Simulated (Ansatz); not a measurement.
NaLi₃V₄O₁₂: ²³Na nuclear quadrupole resonance

Cell: a computed structure from the Materials Project (it need not be an observed phase), taken as it stands.

```cif
data_NaLi3V4O12
_symmetry_space_group_name_H-M 'C2'
_symmetry_Int_Tables_number 5
_cell_length_a 10.3172
_cell_length_b 8.9926
_cell_length_c 5.9226
_cell_angle_alpha 90.000
_cell_angle_beta 110.061
_cell_angle_gamma 90.000
loop_
_atom_site_label
_atom_site_type_symbol
_atom_site_symmetry_multiplicity
_atom_site_Wyckoff_symbol
_atom_site_fract_x
_atom_site_fract_y
_atom_site_fract_z
Na Na 2 a 0.5000 0.2126 0.0000
Li2 Li 2 b 0.5000 0.4166 0.5000
Li3 Li 2 a 0.5000 0.5864 0.0000
Li4 Li 2 b 0.5000 0.7725 0.5000
V5 V 4 c 0.2868 0.0936 0.5011
V7 V 4 c 0.7102 0.9068 0.9957
O9 O 4 c 0.3558 0.2637 0.5446
O11 O 4 c 0.6461 0.7341 0.9557
O13 O 4 c 0.3569 0.9886 0.3038
O15 O 4 c 0.6453 0.0073 0.2032
O17 O 4 c 0.1121 0.1068 0.4073
O19 O 4 c 0.8843 0.9050 0.0991
```

One atom of each set is listed; the run and its k-mesh use a cell of 20 atoms with edges of 6.84, 6.84, 5.92 Å.

Method: Kohn–Sham DFT in Ansatz, PBE, plane waves and PAW, scalar-relativistic, 420 eV cutoff, Γ-centred 3×3×4 k-points, Fermi–Dirac smearing 0.02 eV.

²³Na: I = 3/2, Q = 104.0 mb (year-2017 value). Static lattice, zero field.

Q: At which frequencies do the ²³Na NQR lines lie?

A: For I = 3/2 there is one line, ν = (|C_Q|/2)(1 + η²/3)^½.

| site | atoms | V_zz (10²¹ V/m²) | C_Q (MHz) | η | line frequencies (MHz) |
| --- | --- | --- | --- | --- | --- |
| Na | 1 | -1.07 | -2.69 | 0.17 | 1.35 |

At this cell the principal stresses reach 5 GPa in size with PBE, which can matter for small gradients. The largest force is 1.1 eV/Å, so the atoms aren't at the calculated equilibrium and relaxing them would move these values.
